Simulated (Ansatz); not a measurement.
Zr:
```yaml
crystal:
  lattice:
    - [3.24649, 0.00000, 0.00000]
    - [-1.62325, 2.81155, 0.00000]
    - [0.00000, 0.00000, 5.15208]
  atoms:
    - { symbol: Zr, position: [0.33333, 0.66667, 0.25000] }
    - { symbol: Zr, position: [0.66667, 0.33333, 0.75000] }
```

Relaxed with r²SCAN. Special points in fractions of this cell's reciprocal vectors: Γ (0.000, 0.000, 0.000); M (0.500, 0.000, 0.000); K (0.333, 0.333, 0.000); A (0.000, 0.000, 0.500); L (0.500, 0.000, 0.500); H (0.333, 0.333, 0.500).

List the band energies nearest the Fermi level at these points for r²SCAN with spin–orbit coupling (plane waves, PAW; program Ansatz).

In eV from the Fermi level; about four levels below and three above (degenerate sets whole), none deeper than 8.9 eV; points with the same levels are listed once.

| k | below | above |
|---|---|---|
| Γ | -5.99 -5.99 -3.18 -3.18 | 0.90 0.90 1.00 1.00 |
| M | -2.24 -2.24 -0.41 -0.41 | 0.64 0.64 0.85 0.85 |
| K | -1.48 -1.48 -1.26 -1.26 | 0.30 0.30 0.34 0.34 |
| A | -4.19 -4.19 -4.19 -4.19 | 0.02 0.02 0.02 0.02 |
| L | -1.08 -1.08 -1.08 -1.08 | 1.54 1.54 1.54 1.54 |
| H | -0.18 -0.18 -0.12 -0.12 | 2.20 2.20 2.27 2.27 |

Space group P6_3/mmc (hcp (Mg type)). Symmetry was held in the r²SCAN relaxation; of distortions, only those at the zone centre were tested. No spin polarisation was allowed.

Potentials: the earlier of the program's two PAW sets.
